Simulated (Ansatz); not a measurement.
The slice is one period of a (0001) plane through atoms; its size isn't given.

Level of theory: PBE (plane waves to 420 eV, PAW, scalar-relativistic; Ansatz, a first-principles code). Inside the PAW spheres the values are not all-electron values, and peaks at nuclei hang on which shells count as valence.

```
|999999887755331100000011335577889999|
|999999886655221100000011225566889999|
|998888775544221100000011224455778888|
|777777664422110000000000112244667777|
|665555443311110000000000111133445555|
|333333221111000000000000001111223333|
|222211111100000000000000000011111122|
|000000000000000000000000000000000000|
|000000000011111122222211111100000000|
|000000001111223333333333221111000000|
|000000111133445555665555443311110000|
|000000112244667777777777664422110000|
|000011224466778888998888776644221100|
|000011225577889999999999887755221100|
|000011335577889999999999887755331100|
|001111335577999999999999997755331111|
|000011335577889999999999887755331100|
|000011225566889999999999886655221100|
|000011224455778888998888775544221100|
|000000112244667777777777664422110000|
|000000111133445555665555443311110000|
|000000001111223333333333221111000000|
|000000000011111122222211111100000000|
|000000000000000000000000000000000000|
|222211111100000000000000000011111122|
|333333221111000000000000001111223333|
|665555443311110000000000111133445555|
|777777664422110000000000112244667777|
|998888776644221100000011224466778888|
|999999887755221100000011225577889999|
|999999887755331100000011335577889999|
|999999997755331111001111335577999999|
```
Scale: ten equal steps from -0.54 (start of '0') to 1.01 (end of '9'), in the order '0123456789'. Values: log₁₀ of the valence density in e/Å³. The map has 18 points along u (two characters each, u = 0 at the left) and 32 along v (v = 0 in the bottom row). The scale is logarithmic, as a density can span decades between atoms and voids.

```
|xxxxxxxx@@**::  ......  ::**@@xxxxxx|
|xxxxxx@@%%++..    ..    ..++%%@@xxxx|
|xxxx@@@@**--      ..      --**@@@@xx|
|@@@@%%##==..    ......    ..==##%%@@|
|####++--..      ......      ..--++##|
|----::..      ..........      ..::--|
|        ..........  ..........      |
|    ....::....          ....::....  |
|....::::....              ....::::..|
|::::::..    ..::::::::::..    ..::::|
|::::..    ::--++******++--::    ..::|
|::..    ..==##%%@@@@@@%%##==..    ..|
|::..  ..--##@@@@xxxxxx@@@@##--..  ..|
|::..  ..++%%@@xxxxxxxxxx@@%%++..  ..|
|::..  ::**@@xxxxxxxxxxxxxx@@**::  ..|
|::..  ::**@@xxxxxxxxxxxxxx@@**::  ..|
|....  ::**@@xxxxxxxxxxxxxx@@**::  ..|
|..    ..++%%@@xxxxxxxxxx@@%%++..    |
|..      --**@@@@xxxxxx@@@@**--      |
|....    ..==##%%@@@@@@%%##==..    ..|
|....      ..--++######++--..      ..|
|......      ..::------::..      ....|
|  ..........              ..........|
|      ....::....      ....::....    |
|        ....::::......::::....      |
|::::::..    ..::::::::::..    ..::::|
|****++--::    ..::::::..    ::--++**|
|@@@@%%##==..    ..::..    ..==##%%@@|
|xxxx@@@@##--..  ..::..  ..--##@@@@xx|
|xxxxxx@@%%++..  ..::..  ..++%%@@xxxx|
|xxxxxxxx@@**::  ..::..  ::**@@xxxxxx|
|xxxxxxxx@@**::  ..::..  ::**@@xxxxxx|
```
Scale: ten equal steps from 0.21 (start of ' ') to 0.68 (end of '@'), in the order ' .:-=+*#%@'. Values: electron localisation function (ELF). The map has 18 points along u (two characters each, u = 0 at the left) and 32 along v (v = 0 in the bottom row). Points within 0.5 Å of a nucleus are blanked (x), as the pseudised field means little there.

Question: Which relaxed crystal do these maps come from?
A) Ru (hcp, Mg type)
B) Co (hcp, Mg type)
C) Cd (hcp, Mg type)

Answer: A, Ru (hcp, Mg type). Atoms on the slice: Ru at (0.00, 0.00); Ru at (0.50, 0.50)

All were relaxed with their symmetry unable to fall. Relaxed Co ends ferromagnetic. Ru is run without spin polarisation. The relaxed volume of Cd is well above the measured one; the method has no dispersion term. Other magnetic orders were not checked, so this need not be the ground state. (This holds for the magnetic or f-shell members.)
